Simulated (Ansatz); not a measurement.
PbSe (rock salt, Fm-3m) at seven volumes, LDA in the plane-wave PAW code Ansatz, scaled uniformly. One row is withheld.

| V (Å³/atom) | P (GPa) |
|---|---|
| 25.082 | 6.75 |
| 25.909 | 4.11 |
| 26.736 | 1.88 |
| 27.563 | 0.01 |
| 28.390 | -1.60 |
| 29.216 | ? |
| 30.043 | -4.14 |

Question: Fit the shown pressures and predict the withheld one.

Answer: P = (3/2)B₀(x^(7/2) − x^(5/2))[1 + (3/4)(B′ − 4)(x − 1)] with x = (V₀/V)^(2/3). Least squares on the six rows gives V₀ = 27.563 Å³/atom, B₀ = 58.0 GPa, B′ = 4.42. At V = 29.216, x = 0.9619 and P = -2.97 GPa. The run itself gave -2.98 GPa.

The cell was relaxed with LDA under the symmetry of its start; of distortions, only those at the zone centre were tested. Scalar-relativistic: spin–orbit coupling is off unless named, which matters more the heavier the elements.

Potentials: the later of the program's two PAW sets.
